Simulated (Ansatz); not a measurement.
ZrC (rock salt, Fm-3m) at seven volumes, plane-wave PAW PBEsol (Ansatz code), scaled uniformly. One row is withheld.

| V (Å³/atom) | P (GPa) |
|---|---|
| 11.576 | 26.98 |
| 11.958 | 16.59 |
| 12.339 | 7.67 |
| 12.721 | 0.00 |
| 13.102 | -6.59 |
| 13.484 | ? |
| 13.866 | -17.10 |

**Question.** Fit the shown pressures and predict the withheld one.

**Answer.** P = (3/2)B₀(x^(7/2) − x^(5/2))[1 + (3/4)(B′ − 4)(x − 1)] with x = (V₀/V)^(2/3). Least squares on the six rows gives V₀ = 12.721 Å³/atom, B₀ = 236 GPa, B′ = 4.05. At V = 13.484, x = 0.9619 and P = -12.22 GPa. The run itself gave -12.24 GPa.

The cell was relaxed with PBEsol under the symmetry of its start; of distortions, only those at the zone centre were tested. The run is not spin-polarised.

Potentials: the later of the program's two PAW sets.
